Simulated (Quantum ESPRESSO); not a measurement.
## SnWIn3IrNbLi (input and log of a self-consistent run)

Computed values, not a measurement. The program is pw.x of Quantum ESPRESSO 7.5 (plane-wave density functional theory). The cell is made up: eight metal atoms on a hexagonal close-packed lattice, with elements, volume, strain and displacements drawn at random and not relaxed, so it may be unstable or far from any real phase. PseudoDojo standard norm-conserving files set the functional (PBE unless stated); there is no spin polarisation or spin-orbit coupling, the Fermi-Dirac width of 0.25 eV means electrons at about 2900 K, and the masses in the input are unused placeholders. The tin pseudopotential is less sure than most, with forces differing by about three percent from a second method on plain tin. Heavy elements are run without spin-orbit coupling, which real alloys of them have. A spin test at this wide smearing found no moment, but such smearing suppresses magnetism that the real alloy may have.

Input:

```
&control calculation='scf', pseudo_dir='./dojo.nc.sr.pbe.v0_5.standard.upf', outdir='./o', disk_io='medium', tprnfor=.true., tstress=.true. /
&system ibrav=0, nat=8, ntyp=6, nbnd=63, ecutwfc=84.00895049, nosym=.true., tot_charge=0,
 occupations='smearing', smearing='fd', degauss=0.0183746611
/
&electrons conv_thr=1.470e-08, electron_maxstep=70, mixing_beta=0.5 /
ATOMIC_SPECIES
In 1.0 In.upf
Ir 1.0 Ir.upf
Li 1.0 Li.upf
Nb 1.0 Nb.upf
Sn 1.0 Sn.upf
W 1.0 W.upf
CELL_PARAMETERS angstrom
2.961 0.0 4.804
2.961 0.0 -4.804
-2.961 5.1287 0.0
ATOMIC_POSITIONS angstrom
Sn 0.1366 -0.1707 -0.0086
W -1.4843 2.4006 0.0853
In 2.8401 1.692 -2.3744
In 1.5112 4.2722 -2.3175
Ir 2.9481 0.1382 0.1754
In 1.4493 2.598 0.1935
Nb 2.9749 1.7105 2.4261
Li 1.394 4.2665 2.412
K_POINTS automatic
5 5 5 1 1 1
```

The log is shortened where brackets say so; the opening notice, blank lines, dates and the lines on written files are dropped, and the path of the files is cut. It prints rydbergs, bohrs and kilobars, and counts compression as positive stress. Its total energy is the free energy E - TS of the whole cell.

```
     Program PWSCF v.7.5
     Parallel version (MPI & OpenMP), running on       1 processor cores
     Number of MPI processes:                 1
     Threads/MPI process:                     1
     [start-up lines left out]
     bravais-lattice index     =            0
     lattice parameter (alat)  =      10.6641  a.u.
     unit-cell volume          =     984.6351 (a.u.)^3
     number of atoms/cell      =            8
     number of atomic types    =            6
     number of electrons       =       100.00
     number of Kohn-Sham states=           63
     kinetic-energy cutoff     =      84.0090  Ry
     charge density cutoff     =     336.0358  Ry
     scf convergence threshold =      1.5E-08
     mixing beta               =       0.5000
     number of iterations used =            8  plain     mixing
     Exchange-correlation= PBE
                           (   1   4   3   4   0   0   0)
     [axes and pseudopotential details left out]
   Cartesian axes
     site n.     atom                  positions (alat units)
         1        Sn     tau(   1) = (   0.0242060  -0.0302487  -0.0015240  )
         2        W      tau(   2) = (  -0.2630236   0.4253954   0.0151155  )
         3        In     tau(   3) = (   0.5032765   0.2998288  -0.4207527  )
         4        In     tau(   4) = (   0.2677904   0.7570500  -0.4106698  )
         5        Ir     tau(   5) = (   0.5224145   0.0244896   0.0310815  )
         6        In     tau(   6) = (   0.2568214   0.4603754   0.0342889  )
         7        Nb     tau(   7) = (   0.5271635   0.3031071   0.4299141  )
         8        Li     tau(   8) = (   0.2470221   0.7560399   0.4274155  )
     number of k points=    63  Fermi-Dirac smearing, width (Ry)=  0.0184
                       cart. coord. in units 2pi/alat
        k(    1) = (   0.1905850   0.2200644   0.0000000), wk =   0.0320000
        k(    2) = (   0.1905850   0.4401287   0.0000000), wk =   0.0320000
     [further k points left out]
     Dense  grid:   102509 G-vectors     FFT dimensions: (  64,  64,  72)
     Estimated max dynamical RAM per process >     193.77 MB
     Initial potential from superposition of free atoms
     starting charge      99.9792, renormalised to     100.0000
     Starting wfcs are   68 randomized atomic wfcs
     total cpu time spent up to now is       41.0 secs
     per-process dynamical memory:   109.7 Mb
     Self-consistent Calculation
     iteration #  1     ecut=    84.01 Ry     beta= 0.50
     Davidson diagonalization with overlap
     ethr =  1.00E-02,  avg # of iterations =  5.0
     Threshold (ethr) on eigenvalues was too large:
     Diagonalizing with lowered threshold
     Davidson diagonalization with overlap
     ethr =  8.72E-04,  avg # of iterations =  1.6
     total cpu time spent up to now is      262.6 secs
     total energy              =   -1076.77028395 Ry
     estimated scf accuracy    <       0.88062589 Ry
     iteration #  2     ecut=    84.01 Ry     beta= 0.50
     Davidson diagonalization with overlap
     ethr =  8.81E-04,  avg # of iterations =  3.2
     total cpu time spent up to now is      372.5 secs
     total energy              =   -1076.02136385 Ry
     estimated scf accuracy    <      12.85519497 Ry
     iteration #  3     ecut=    84.01 Ry     beta= 0.50
     Davidson diagonalization with overlap
     ethr =  8.81E-04,  avg # of iterations =  2.0
     total cpu time spent up to now is      462.0 secs
     total energy              =   -1077.15329508 Ry
     estimated scf accuracy    <       0.35299785 Ry
     iteration #  4     ecut=    84.01 Ry     beta= 0.50
     Davidson diagonalization with overlap
     ethr =  3.53E-04,  avg # of iterations =  2.0
     total cpu time spent up to now is      552.4 secs
     total energy              =   -1077.17368157 Ry
     estimated scf accuracy    <       0.23087301 Ry
     iteration #  5     ecut=    84.01 Ry     beta= 0.50
     Davidson diagonalization with overlap
     ethr =  2.31E-04,  avg # of iterations =  1.3
     total cpu time spent up to now is      633.2 secs
     total energy              =   -1077.19388063 Ry
     estimated scf accuracy    <       0.05706590 Ry
     [iterations 6 to 7 left out]
     iteration #  8     ecut=    84.01 Ry     beta= 0.50
     Davidson diagonalization with overlap
     ethr =  4.22E-07,  avg # of iterations =  2.1
     total cpu time spent up to now is      896.6 secs
     total energy              =   -1077.19949972 Ry
     estimated scf accuracy    <       0.00015430 Ry
     iteration #  9     ecut=    84.01 Ry     beta= 0.50
     Davidson diagonalization with overlap
     ethr =  1.54E-07,  avg # of iterations =  1.7
     total cpu time spent up to now is      969.5 secs
     total energy              =   -1077.19951251 Ry
     estimated scf accuracy    <       0.00000340 Ry
     iteration # 10     ecut=    84.01 Ry     beta= 0.50
     Davidson diagonalization with overlap
     ethr =  3.40E-09,  avg # of iterations =  5.1
     total cpu time spent up to now is     1083.1 secs
     total energy              =   -1077.19951467 Ry
     estimated scf accuracy    <       0.00000260 Ry
     iteration # 11     ecut=    84.01 Ry     beta= 0.50
     Davidson diagonalization with overlap
     ethr =  2.60E-09,  avg # of iterations =  1.1
     total cpu time spent up to now is     1163.5 secs
     total energy              =   -1077.19951486 Ry
     estimated scf accuracy    <       0.00000008 Ry
     iteration # 12     ecut=    84.01 Ry     beta= 0.50
     Davidson diagonalization with overlap
     ethr =  7.95E-11,  avg # of iterations =  3.7
     total cpu time spent up to now is     1258.8 secs
     End of self-consistent calculation
     [lines on levels left out]
!    total energy              =   -1077.19951488 Ry
     estimated scf accuracy    <          6.6E-09 Ry
     smearing contrib. (-TS)   =      -0.08008769 Ry
     internal energy E=F+TS    =   -1077.11942719 Ry
     The total energy is F=E-TS. E is the sum of the following terms:
     one-electron contribution =    -246.87441639 Ry
     hartree contribution      =     193.14579471 Ry
     xc contribution           =    -271.09565661 Ry
     ewald contribution        =    -752.29514889 Ry
     convergence has been achieved in  12 iterations
     Forces acting on atoms (cartesian axes, Ry/au):
     atom    1 type  5   force =     0.00722212    0.02665986   -0.02905563
     atom    2 type  6   force =     0.00296922   -0.01114513   -0.00843629
     atom    3 type  1   force =     0.04418018   -0.02060012    0.05495743
     atom    4 type  1   force =    -0.01971407    0.01188974   -0.01952685
     atom    5 type  2   force =     0.00709090   -0.01121362   -0.00795364
     atom    6 type  1   force =    -0.02689294    0.00391518   -0.01572381
     atom    7 type  4   force =    -0.02478275    0.00026840    0.02152558
     atom    8 type  3   force =     0.00992735    0.00022568    0.00421322
     Total force =     0.102656     Total SCF correction =     0.000320
     Computing stress (Cartesian axis) and pressure
          total   stress  (Ry/bohr**3)                   (kbar)     P=       64.48
   0.00035211   0.00006436   0.00021881           51.80        9.47       32.19
   0.00006436   0.00047489  -0.00005998            9.47       69.86       -8.82
   0.00021881  -0.00005998   0.00048795           32.19       -8.82       71.78
     init_run     :     38.59s CPU     40.76s WALL (       1 calls)
     electrons    :   1184.17s CPU   1217.78s WALL (       1 calls)
     forces       :      9.88s CPU      9.98s WALL (       1 calls)
     stress       :     44.34s CPU     44.61s WALL (       1 calls)
     [timing details left out]
     PWSCF        :  21m17.50s CPU  21m54.43s WALL
     JOB DONE.
```

In other units: free energy -14656.046 eV for the cell, pressure 6.45 GPa, largest force component 1.413 eV/Å in size. The run took 1316 s of wall time with one process on a shared machine (AMD EPYC, Zen 5, virtual cores), so the time is rough. A rerun of this cell at a higher cutoff and on a denser mesh moved values by no more than 0.002 eV in energy, 0.04 GPa in stress and 0.006 eV/Å in force, and a second program with other atomic files agreed on that cell to 2 % rms in force and 0.5 GPa in pressure.